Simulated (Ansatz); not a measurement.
HfO2:
```
CELL_PARAMETERS angstrom
      3.56749     0.00000     0.00000
      0.00000     3.56749     0.00000
      0.00000     0.00000     5.16678
ATOMIC_POSITIONS crystal
  Hf 0.50000 0.50000 0.50000
  Hf 0.00000 0.00000 0.00000
  O  0.00000 0.50000 0.70009
  O  0.00000 0.50000 0.20009
  O  0.50000 0.00000 0.79991
  O  0.50000 0.00000 0.29991
```

Relaxed with PBEsol. Special points in fractions of this cell's reciprocal vectors: Γ (0.000, 0.000, 0.000); X (0.000, 0.500, 0.000); M (0.500, 0.500, 0.000); Z (0.000, 0.000, 0.500); R (0.000, 0.500, 0.500); A (0.500, 0.500, 0.500).

List the band energies nearest the valence-band maximum at these points for PBEsol in the plane-wave PAW code Ansatz.

In eV from the valence-band maximum; about four levels below and three above (degenerate sets whole), none deeper than 8.9 eV; points with the same levels are listed once.

| k | below | above |
|---|---|---|
| Γ | -0.60 -0.12 -0.08 -0.08 | 4.57 4.62 5.78 |
| X | -1.44 -1.44 -0.16 -0.16 | 5.02 5.02 6.05 6.05 |
| M | -0.84 -0.84 -0.44 -0.44 | 5.55 5.55 6.06 6.06 |
| Z | -0.63 -0.63 -0.01 -0.01 | 5.29 5.29 5.55 5.55 |
| R | -1.39 -1.39 -0.99 -0.99 | 5.18 5.18 5.51 5.51 |
| A | -1.40 -1.40 0.00 0.00 | 5.88 5.88 6.13 6.13 |

Space group P4_2/nmc. This is a known high-temperature phase of the composition, computed here at zero pressure and temperature. The PBEsol relaxation kept the symmetry of its start; its stability against distortions is not shown here. The run is not spin-polarised. Spin–orbit coupling is left out wherever it is not named.

Potentials: the earlier of the program's two PAW sets. The files were generated under PBE; for other functionals the program regenerates the frozen cores, and for LDA and PBEsol the local potential too.
